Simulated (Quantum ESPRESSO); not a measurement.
# Strain and stress in SiGa2ZnN4

The results below are calculated, not measured. They come from pw.x of Quantum ESPRESSO 7.5, a plane-wave density functional program, with PseudoDojo standard norm-conserving files (v0.5 for PBE, v0.4.1 for LDA and PBEsol). The cells are made up: elements, strain and atom displacements were drawn at random, and nothing was relaxed. There is no spin polarisation, spin-orbit coupling or dispersion term.

The cell has 8 sites of a zincblende or diamond lattice. Sites 1 to 4 hold Si Ga Ga Zn; sites 5 to 8 hold N N N N. Cell vectors in Å: (4.578, -0.001, 0.000); (-0.001, 4.578, 0.000); (0.000, 0.000, 4.578). Settings: PBE, cutoff 1143 eV, 4 x 4 x 4 k mesh shifted by half a step, Fermi-Dirac smearing of 0.025 eV.

Each run adds a shear xy (given as the tensor component) to one cell, with the atoms carried along; the vectors above are those of run 5. Stress is positive in tension and P is minus a third of its trace. E is the free energy for each atom above the lowest run shown.

| run | strain (%) | s_xx (GPa) | s_yy (GPa) | s_zz (GPa) | s_xy (GPa) | P (GPa) | E (meV/atom) |
| --- | --- | --- | --- | --- | --- | --- | --- |
| 1 | -2.23 | 7.98 | 8.82 | 10.14 | -7.99 | -8.98 | 15.04 |
| 2 | -1.78 | 8.26 | 9.10 | 10.39 | -6.62 | -9.25 | 10.24 |
| 3 | -0.97 | 8.64 | 9.50 | 10.76 | -4.18 | -9.63 | 3.87 |
| 4 | -0.25 | 8.88 | 9.75 | 11.03 | -2.01 | -9.89 | 0.54 |
| 5 | -0.03 | 8.93 | 9.81 | 11.10 | -1.36 | -9.95 | 0.00 |
| 7 | 2.14 | 8.95 | 9.86 | 11.56 | 5.13 | -10.12 | 5.79 |
| 6 | 0.76 | ? | ? | ? | ? | ? | ? |

A rerun of one of these cells at 1437 eV and k mesh 6 x 6 x 6 moved values by no more than 0.003 eV in the cell's energy, 0.02 GPa in stress and 0.002 eV/Å in force.

## Worked fit

A parabola through the six runs shown gives s_xy = -1.26 + 3.00 e - 0.006 e² GPa, with e in per cent and a scatter of 0.01 GPa. The slope is a stiffness of 300 ± 1 GPa for each unit of this strain at e = 0, twice a shear constant under the stress shown, since the tensor component is half the shear angle. The atoms are clamped, and relaxing them would in general lower it. The error is the larger of the fit's own and the change that a cubic makes, rounded up.

## Withheld run

Question: what s_xy should run 6 give?

The fit gives 1.02 GPa. The calculation gave 1.00 GPa.

```
run,strain (%),s_xx (GPa),s_yy (GPa),s_zz (GPa),s_xy (GPa),P (GPa),E (meV/atom)
6,0.76,9.04,9.93,11.32,1.00,-10.10,-0.23
```